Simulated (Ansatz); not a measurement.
Given:

Bi:
```
Bi
1.0
    4.58852     0.00000     0.00000
    0.00000     4.58852     0.00000
    0.00000     0.00000     3.26610
Bi
2
Cartesian
  2.29426   0.00000   1.71765
  0.00000   2.29426   1.54845
```

This is the r²SCAN-relaxed structure.

Q: All from DFT-r²SCAN in the program Ansatz with PAW potentials, unless another level is named. Predict the density of states at the Fermi level.

A: 0.59 states/eV per atom (mean over ±0.08 eV).

Q: Next, the gap with spin–orbit coupling?

A: none (metallic).

Space group P4/nmm. The first step of the workflow began from a Materials Project structure, measured or hypothetical; the Crystallography Open Database copy checked does not list it. It is not the phase usual at ambient conditions (space group No. 166). The r²SCAN relaxation kept the symmetry of its start; of distortions, only those at the zone centre were tested. Scalar-relativistic: spin–orbit coupling is off unless named, which matters more the heavier the elements.

Potentials: the later of the program's two PAW sets.
